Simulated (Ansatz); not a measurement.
Property card for GaSb

GaSb:
```
CELL_PARAMETERS angstrom
      4.32144     0.00000     0.00000
     -2.16072     3.74247     0.00000
      0.00000     0.00000     7.12503
ATOMIC_POSITIONS crystal
  Ga 0.66667 0.33333 0.50050
  Ga 0.33333 0.66667 0.00050
  Sb 0.66667 0.33333 0.87440
  Sb 0.33333 0.66667 0.37440
```

Space group P6_3mc (No. 186), wurtzite; conventional cell a = b = 4.321 Å, c = 7.125 Å, α = β = 90.00°, γ = 120.00°.

Method: plane-wave PAW r²SCAN (Ansatz code). The cell and atoms are relaxed at this level. Other levels are named where they apply.

Cell and energy:

```
Property                                                      Result
-----------------------------------------------------  -------------
Volume per atom                                             28.81 Å³
Density                                                   5.52 g/cm³
Formation energy from the elements (no fitted shifts)  -0.22 eV/atom
```

Electronic structure:

```
Property                                                                                           Value
--------------------------------------------------------------  ----------------------------------------
Band gap                                                                                0.41 eV (direct)
Valence-band maximum                                                                                at Γ
Conduction-band minimum                                                                             at Γ
Electron effective mass                                                             0.026 mₑ (isotropic)
Weight of the conduction-edge state by species (Voronoi cells)                          Ga 60 %, Sb 40 %
Hole effective mass, band 1 of 2 at the edge                             0.62 along x, 0.59 along z (mₑ)
Hole effective mass, band 2 of 2 at the edge                            0.024 along x, 0.59 along z (mₑ)
Hole effective mass with spin–orbit coupling                    0.022, 0.022, 0.56 mₑ (principal values)
Weight of the valence-edge state by species (Voronoi cells)                             Sb 70 %, Ga 30 %
HSE06 gap on the r²SCAN cell                                                                     0.71 eV
Gap with spin–orbit coupling                                                                     0.19 eV
```

Mechanics:

```
Item                                   Value
----------------------------------  --------
Bulk modulus (Birch–Murnaghan fit)  52.6 GPa
Pressure derivative B′                   5.0
```

Charges:

```
Item                          Value
-------------  --------------------
Bader charges  Ga +0.38, Sb -0.38 e
```

The first step of the workflow began from a Materials Project structure, measured or hypothetical; the Crystallography Open Database copy checked does not list it. It is not the phase usual at ambient conditions (space group No. 216). Symmetry was held in the r²SCAN relaxation; whether a distortion lowers the energy is not shown. The references are the lowest solids computed at this level, not always the standard phases. Spin–orbit coupling is left out wherever it is not named.

Potentials: the later of the program's two PAW sets.
